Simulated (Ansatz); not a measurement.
Nb (bcc (W type)), relaxed with PBE+D3(BJ) (Ansatz, a program for electronic structure, plane waves, PAW): a = b = c = 3.267 Å, α = β = γ = 90.00°.

### Question
The same phase is relaxed and computed with LDA in the same code. What is the cell now?

### Answer
a = b = c = 3.248 Å, α = β = γ = 90.00°.

All cells were relaxed under the symmetry of their starts (and spin orders); stability against distortions was not tested throughout. Rows with no word on spin ran without spin polarisation. Spin–orbit coupling is left out wherever it is not named.

Potentials: the earlier of the program's two PAW sets.

Ansatz is a plane-wave DFT program.
